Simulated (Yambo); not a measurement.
```xyz
8
Lattice="4.1299 0.0000 0.0000 0.0000 4.1299 0.0000 0.0000 0.0000 9.1065" Properties=species:S:1:pos:R:3 pbc="T T T"
F      2.0650     2.0650     0.0000
F      0.0000     0.0000     0.0000
S      0.0000     2.0650     3.2465
S      2.0650     0.0000     5.8599
Cu     2.0650     2.0650     4.5532
Cu     0.0000     0.0000     4.5532
Ba     0.0000     2.0650     7.4664
Ba     2.0650     0.0000     1.6401
```

BaCuSF (space group P4/nmm, No. 129): mean Im ε in 1 eV windows above the direct gap of 2.62 eV, for different electron-hole kernels (Yambo, broadening 0.15 eV, PBEsol (pw.x of Quantum ESPRESSO, ONCV potentials, scalar-relativistic) bands; 4×4×2 mesh, 18 valence and 14 conduction bands, static screening with 99 bands and a 3 Ry block, scissor 1.11 eV, Tamm-Dancoff; field along x).

| window (eV) | independent quasiparticles | RPA (no attraction) | BSE |
|---|---|---|---|
| 2.6 to 3.6 | 3.3 | 2.8 | 5.2 |
| 3.6 to 4.6 | 5.2 | 4.8 | 4.6 |
| 4.6 to 5.6 | 4.4 | 3.9 | 4.4 |
| 5.6 to 6.6 | 5.2 | 4.1 | 6.8 |
| 6.6 to 7.6 | 6.3 | 5.3 | 3.7 |

This run doesn't resolve bound excitons or single peaks, so only averages are given, and they too depend on the mesh; weight that the attraction moves below the gap isn't listed. All transitions below 7.71 eV are in the band window. The scissor comes from a G0W0 run whose convergence isn't established.

The filled Cu 3d shell has no Hubbard U; semilocal functionals place it too high.

Geometry of the Materials Project entry, not relaxed at this level.

The structure is a Materials Project entry; no match was found in the copy of COD used, and its stability was not checked.

With a shallow 3d shell G0W0 needs far more bands and larger blocks than here, so the scissor is uncertain by tenths of an eV or more.
